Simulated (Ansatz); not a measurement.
Cs2KScF6:
```
CELL_PARAMETERS angstrom
      0.00000     4.58793     4.58793
      4.58793     0.00000     4.58793
      4.58793     4.58793     0.00000
ATOMIC_POSITIONS crystal
  K  0.50000 0.50000 0.50000
  Cs 0.25000 0.25000 0.25000
  Cs 0.75000 0.75000 0.75000
  Sc 0.00000 0.00000 0.00000
  F  0.77975 0.22025 0.22025
  F  0.22025 0.77975 0.77975
  F  0.22025 0.77975 0.22025
  F  0.77975 0.22025 0.77975
  F  0.22025 0.22025 0.77975
  F  0.77975 0.77975 0.22025
```

Relaxed with r²SCAN. Special points in fractions of this cell's reciprocal vectors: Γ (0.000, 0.000, 0.000); X (0.500, 0.000, 0.500); U (0.625, 0.250, 0.625); K (0.375, 0.375, 0.750); L (0.500, 0.500, 0.500); W (0.500, 0.250, 0.750).

### Question
List the band energies nearest the valence-band maximum at these points for plane-wave PAW r²SCAN (Ansatz code).

### Answer
In eV from the valence-band maximum; about four levels below and three above (degenerate sets whole), none deeper than 8.9 eV; points with the same levels are listed once.

```
k                                below           above
-  -----------------------------------  --------------
Γ     -0.14 -0.14 -0.14 0.00 0.00 0.00  7.90 7.90 7.90
X        -0.17 -0.17 -0.17 -0.17 -0.01  7.93 8.05 8.05
U              -0.22 -0.14 -0.13 -0.03  7.97 8.03 8.04
L        -0.24 -0.24 -0.08 -0.07 -0.07  7.99 7.99 8.02
W  -0.29 -0.28 -0.28 -0.18 -0.06 -0.06  8.00 8.00 8.05
```

Space group Fm-3m. The first step of the workflow began from a Materials Project structure, measured or hypothetical; the Crystallography Open Database copy checked does not list it. Whether it is the stable phase at ambient conditions was not checked. Symmetry was held in the r²SCAN relaxation; its stability against distortions is not shown here. The run is not spin-polarised. Spin–orbit coupling is left out wherever it is not named.

Potentials: the later of the program's two PAW sets.
